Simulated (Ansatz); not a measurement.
Input, command and steps of an Ansatz relaxation.

```yaml
crystal:
  lattice:
    - [4.2648321257, 0.0, 0.0]
    - [-2.1324160628, 3.6934529637, 0.0]
    - [0.0, 0.0, 17.999105]
  atoms:
    - { symbol: Ge, position: [0.0, 0.0, 0.332252] }
    - { symbol: Ge, position: [0.0, 0.0, 0.667748] }
    - { symbol: Sb, position: [0.33333333, 0.66666667, 0.112658] }
    - { symbol: Sb, position: [0.66666667, 0.33333333, 0.887342] }
    - { symbol: Te, position: [0.0, 0.0, 0.0] }
    - { symbol: Te, position: [0.33333333, 0.66666667, 0.790108] }
    - { symbol: Te, position: [0.66666667, 0.33333333, 0.209892] }
    - { symbol: Te, position: [0.33333333, 0.66666667, 0.411045] }
    - { symbol: Te, position: [0.66666667, 0.33333333, 0.588955] }
basis:
  ecutwfc: 420
kpoints:
  mp_grid: { grid: [12, 12, 2] }
hamiltonian:
  xc: pbe
scf:
  occupations: { method: gaussian, width: 0.01 }
output:
  forces: true
  stress: true
  eigenvalues: true
  write_density: true
  write_potential: true
  elf: true
  volumetric_format: npy
relax:
  adjacent_minimum: "off"
  f_tol: 0.005
  max_steps: 80
  cell: { stress_tol: 0.05 }
```

```bash
ansatz run input.yaml --threads 2 --pin off --max-ram 5120MiB --backend cpu --events-out ev --progress --plain --runs-dir out
```

Theory: DFT PBE, scalar-relativistic, plane waves, PAW in Ansatz 0.2.0.

Of 5 frames 4 are shown, positions in Å and forces in eV/Å; the SCF threshold varies from step to step. Steps run on the plane waves of an earlier cell, with a Pulay correction in the pressure. The basis is chosen afresh for the last frame, the zero of the energies, and at times for earlier ones too; energy and pressure step there, also at an unchanged geometry.

```xyz
9
Lattice="4.2648 0.0000 0.0000 -2.1324 3.6935 0.0000 0.0000 0.0000 17.9991" Properties=species:S:1:pos:R:3:forces:R:3 pbc="T T T" step=1 free_energy_over_end_meV_per_atom=0.08 pressure_GPa=0.00
Ge    0.0000    0.0000    5.9802    0.0000    0.0000    0.0349
Ge    0.0000    0.0000   12.0189    0.0000    0.0000   -0.0349
Sb    0.0000    2.4623    2.0277    0.0000    0.0000    0.0145
Sb    2.1324    1.2312   15.9714    0.0000    0.0000   -0.0145
Te    0.0000    0.0000    0.0000    0.0000    0.0000    0.0000
Te    0.0000    2.4623   14.2212    0.0000    0.0000    0.0393
Te    2.1324    1.2312    3.7779    0.0000    0.0000   -0.0393
Te    0.0000    2.4623    7.3984    0.0000    0.0000   -0.0192
Te    2.1324    1.2312   10.6007    0.0000    0.0000    0.0192
9
Lattice="4.2699 0.0000 0.0000 -2.1350 3.6979 0.0000 0.0000 0.0000 17.9992" Properties=species:S:1:pos:R:3:forces:R:3 pbc="T T T" step=2 free_energy_over_end_meV_per_atom=0.08 pressure_GPa=0.07
Ge    0.0000    0.0000    5.9728    0.0000    0.0000   -0.0124
Ge    0.0000    0.0000   12.0264    0.0000    0.0000    0.0124
Sb    0.0000    2.4652    2.0226    0.0000    0.0000   -0.0255
Sb    2.1350    1.2326   15.9766    0.0000    0.0000    0.0255
Te    0.0000    0.0000    0.0000    0.0000    0.0000    0.0000
Te    0.0000    2.4652   14.2398    0.0000    0.0000   -0.0193
Te    2.1350    1.2326    3.7594    0.0000    0.0000    0.0193
Te    0.0000    2.4652    7.3801    0.0000    0.0000    0.0321
Te    2.1350    1.2326   10.6191    0.0000    0.0000   -0.0321
9
Lattice="4.2683 0.0000 0.0000 -2.1341 3.6965 0.0000 0.0000 0.0000 18.0055" Properties=species:S:1:pos:R:3:forces:R:3 pbc="T T T" step=3 free_energy_over_end_meV_per_atom=0.02 pressure_GPa=0.01
Ge    0.0000    0.0000    5.9864    0.0000    0.0000    0.0060
Ge    0.0000    0.0000   12.0191    0.0000    0.0000   -0.0060
Sb    0.0000    2.4643    2.0243    0.0000    0.0000   -0.0042
Sb    2.1341    1.2322   15.9812    0.0000    0.0000    0.0042
Te    0.0000    0.0000    0.0000    0.0000    0.0000    0.0000
Te    0.0000    2.4643   14.2387    0.0000    0.0000    0.0023
Te    2.1341    1.2322    3.7668    0.0000    0.0000   -0.0023
Te    0.0000    2.4643    7.3992    0.0000    0.0000    0.0009
Te    2.1341    1.2322   10.6063    0.0000    0.0000   -0.0009
9
Lattice="4.2679 0.0000 0.0000 -2.1340 3.6961 0.0000 0.0000 0.0000 18.0127" Properties=species:S:1:pos:R:3:forces:R:3 pbc="T T T" step=5 free_energy_over_end_meV_per_atom=0.00 pressure_GPa=0.00
Ge    0.0000    0.0000    5.9925    0.0000    0.0000    0.0018
Ge    0.0000    0.0000   12.0201    0.0000    0.0000   -0.0018
Sb    0.0000    2.4641    2.0244    0.0000    0.0000    0.0003
Sb    2.1340    1.2320   15.9883    0.0000    0.0000   -0.0003
Te    0.0000    0.0000    0.0000    0.0000    0.0000    0.0000
Te    0.0000    2.4641   14.2451    0.0000    0.0000    0.0029
Te    2.1340    1.2320    3.7676    0.0000    0.0000   -0.0029
Te    0.0000    2.4641    7.4054    0.0000    0.0000   -0.0005
Te    2.1340    1.2320   10.6073    0.0000    0.0000    0.0005
```

The run took 3 min on 2 threads of Arm Neoverse V1, with other jobs on the host, peak memory 1 GiB.

The cell holds layers, and where no dispersion correction was added their binding is poorly described.